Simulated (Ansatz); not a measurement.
BAs:
```
BAs
1.0
    3.45873     0.00000     0.00000
   -1.72937     2.99535     0.00000
    0.00000     0.00000     7.48156
B As
3 3
Cartesian
 -0.86468   1.49768   2.49385
  0.86468   1.49768   4.98771
  1.72937   0.00000   0.00000
 -0.86468   1.49768   6.23463
  0.86468   1.49768   1.24693
  1.72937   0.00000   3.74078
```

Relaxed with PBE. Special points in fractions of this cell's reciprocal vectors: Γ (0.000, 0.000, 0.000); M (0.500, 0.000, 0.000); K (0.333, 0.333, 0.000); A (0.000, 0.000, 0.500); L (0.500, 0.000, 0.500); H (0.333, 0.333, 0.500).

Task: List the band energies nearest the valence-band maximum at these points for PBE with spin–orbit coupling in the plane-wave PAW code Ansatz.

Result: In eV from the valence-band maximum; about four levels below and three above (degenerate sets whole), none deeper than 8.9 eV; points with the same levels are listed once.

| k | below | above |
|---|---|---|
| Γ | -0.92 -0.92 0.00 0.00 | 2.15 2.15 2.15 2.15 |
| M | -2.73 -2.73 -2.42 -2.42 | 0.47 0.47 0.66 0.66 |
| K | -2.55 -2.55 -2.50 -2.49 | 0.61 0.61 2.32 2.32 |
| A | -1.09 -1.09 -0.67 -0.67 | 1.95 1.95 2.50 2.50 |
| L | -3.28 -3.28 -2.89 -2.89 | 1.78 1.78 2.18 2.18 |
| H | -3.12 -3.12 -2.64 -2.64 | 2.70 2.70 3.52 3.52 3.53 |

Space group P6_422. The start of the workflow was typed in or built on a structure type; neither database checked (COD, Materials Project) lists it. It is not the phase usual at ambient conditions (space group No. 216). The PBE relaxation kept the symmetry of its start; its stability against distortions is not shown here. Its formation energy is positive at this level, so the cell may be metastable or incomplete.

Potentials: the later of the program's two PAW sets.
